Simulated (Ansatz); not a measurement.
Here is the system:

Sn$_{4}$Ir:
```
Sn4Ir
1.0
    3.16024    -5.71479     0.00000
    3.16024     5.71479     0.00000
    0.00000     0.00000     6.30078
Sn Ir
8 2
Direct
  0.04613   0.29973   0.67326
  0.95387   0.70027   0.67326
  0.29973   0.04613   0.32674
  0.70027   0.95387   0.32674
  0.45387   0.20027   0.82674
  0.54613   0.79973   0.82674
  0.20027   0.45387   0.17326
  0.79973   0.54613   0.17326
  0.50000   0.50000   0.50000
  0.00000   0.00000   0.00000
```

This is the PBEsol-relaxed structure.

Q: All from PBEsol in the plane-wave PAW code Ansatz, unless another level is named. Give the density of states at the Fermi level.

A: 0.43 states/eV per atom (mean over ±0.08 eV).

Q: Give the formation energy from the elements (no fitted shifts).

A: -0.22 eV/atom.

Space group Ccce. The first step of the workflow began from a Materials Project structure, measured or hypothetical; the Crystallography Open Database copy checked does not list it. COD files the formula under space group No. 142. Its standing as an ambient phase is unchecked. The cell was relaxed with PBEsol under the symmetry of its start; its stability against distortions is not shown here. The run is not spin-polarised. The references are the lowest solids computed at this level, not always the standard phases. Scalar-relativistic: spin–orbit coupling is off unless named, which matters more the heavier the elements.

Potentials: the later of the program's two PAW sets.
